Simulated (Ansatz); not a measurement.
SiC:
```
SiC
1.0
    3.06578     0.00000     0.00000
   -1.53289     2.65504     0.00000
    0.00000     0.00000     7.03111
Si C
3 3
Direct
  0.50000   0.00000   0.50000
  0.00000   0.50000   0.16667
  0.50000   0.50000   0.83333
  0.50000   0.00000   0.00000
  0.00000   0.50000   0.66667
  0.50000   0.50000   0.33333
```

x, y and z are the axes in which the lattice vectors are written.

### Question
Give the high-frequency dielectric tensor and the Born effective charge tensors of the independent atoms from DFPT, the program Ansatz at the PBEsol level (PAW).

### Answer

ε∞:
```
11.3  0.00  0.00
0.00  11.3  0.00
0.00  0.00  11.4
```
Z* of atom 1 (Si), rows: field, columns: displacement, in e:
```
3.16  0.00  0.00
0.00  3.47  0.00
0.00  0.00  3.09
```
Z* of atom 4 (C), rows: field, columns: displacement, in e:
```
-3.20   0.00   0.00
 0.00  -3.43   0.00
 0.00   0.00  -3.09
```

Space group P6_222. The start of the workflow was typed in or built on a structure type; neither database checked (COD, Materials Project) lists it. It is not the phase usual at ambient conditions (space group No. 186, 216). The PBEsol relaxation kept the symmetry of its start; its stability against distortions is not shown here. Its formation energy is positive at this level, so the cell may be metastable or incomplete.

Potentials: the later of the program's two PAW sets.
